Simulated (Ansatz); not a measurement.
A crystal relaxed with r2SCAN in the PAW code Ansatz has space group R3m:H (No. 160) and a = 3.717 Å, c = 36.913 Å.

```
atom  site       x       y       z
   B    3a  0.6667  0.3333  0.3314
  Al    3a  0.6667  0.3333  0.0790
  Al    3a  0.3333  0.6667  0.1665
  Al    3a  0.0000  0.0000  0.2541
  Xx    3a  0.6667  0.3333  0.0148
  Xx    3a  0.3333  0.6667  0.1027
  Xx    3a  0.0000  0.0000  0.1903
  Xx    3a  0.6667  0.3333  0.2779
```

r2SCAN gives a direct gap of 1.43 eV at Γ. The HSE06 gap is indirect, 1.89 eV (Γ to F), below the direct gap of 1.99 eV at Γ. Meshes: r2SCAN 8×8×8, HSE06 4×4×4.

Q: Which element is Xx?
A. P
B. As
C. Bi
D. Sb

A: A. Xx is P: Al3BP4 as one 8-atom ordering (R3m) on the zincblende lattice. Around B lie 4 P at 1.97–2.23 Å; around Al lie 4 P at 2.32–2.37 Å; around Al lie 4 P at 2.32–2.36 Å; around P lie 3 B at 2.23 Å and 1 Al at 2.37 Å; around P lie 4 Al at 2.32–2.36 Å; around P lie 1 B at 1.97 Å and 3 Al at 2.32 Å.

These are computed values for a spin-unpolarised cell that may be hypothetical; none is a measurement.
